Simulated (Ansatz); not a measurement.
TiB$_{2}$ (AlB2 type, space group P6/mmm)

```cif
data_B2Ti
_chemical_formula_sum 'Ti1 B2'
_space_group_name_H-M_alt 'P6/mmm'
_space_group_IT_number 191
_space_group_name_Hall '-P 6 2'
_cell_length_a 3.03199
_cell_length_b 3.03199
_cell_length_c 3.22435
_cell_angle_alpha 90.000
_cell_angle_beta 90.000
_cell_angle_gamma 120.000
loop_
_atom_site_label
_atom_site_type_symbol
_atom_site_symmetry_multiplicity
_atom_site_Wyckoff_symbol
_atom_site_fract_x
_atom_site_fract_y
_atom_site_fract_z
_atom_site_occupancy
Ti1 Ti 1 a 0.00000 0.00000 0.00000 1
B1 B 2 d 0.33333 0.66667 0.50000 1
```

Grid over V/V₀ and (c/a)/(c/a)₀, subscript 0 meaning the relaxed cell; the conventional c axis lies along z; no internal relaxation.

Method: PBE (plane waves to 420 eV, PAW, scalar-relativistic; Ansatz, an electronic-structure program). k mesh 18×18×14 (Γ-centred), Fermi-Dirac smearing 0.05 eV. E stands for the smeared free energy. Stress and pressure are positive under compression. With partly filled bands, the response to shear is sensitive to the k mesh, so small differences along c/a are uncertain. TiB2 is run without spin polarisation. TiB2 was relaxed with its symmetry unable to fall. The zero of ΔE is the relaxed starting cell.

ΔE (meV/atom), with V/V₀ across and (c/a)/(c/a)₀ down:

```
(c/a)/(c/a)₀ \ V/V₀  0.920  0.960  1.000  1.040  1.080
-------------------  -----  -----  -----  -----  -----
0.920                   89     56     49     64     96
0.960                   56     21     12     25     56
1.000                   50     12      0     10     38
1.040                   68     26     11     18     43
1.080                  110     63     44     47     68
```

P (GPa), with V/V₀ across and (c/a)/(c/a)₀ down:

```tsv
(c/a)/(c/a)₀ \ V/V₀	0.920	0.960	1.000	1.040	1.080
0.920	22.5	8.9	-2.2	-11.3	-18.9
0.960	23.5	9.9	-1.3	-10.5	-18.1
1.000	25.0	11.3	0.0	-9.3	-16.9
1.040	26.8	13.0	1.6	-7.7	-15.5
1.080	28.9	15.0	3.6	-5.9	-13.7
```

Derived quantities:

| Item | Result |
|---|---|
| Modulus against c/a change at fixed volume, (3/4V)·∂²E/∂(ln c/a)² (fit, atoms clamped) | 200 GPa |
| Lowest place on the grid | V/V₀ = 1.000, (c/a)/(c/a)₀ = 1.000 (0 meV/atom) |
| Highest place on the grid | V/V₀ = 0.920, (c/a)/(c/a)₀ = 1.080 (110 meV/atom) |

(A scan under strain: stresses follow from slopes of the energy per volume, elastic moduli from its curvatures.)
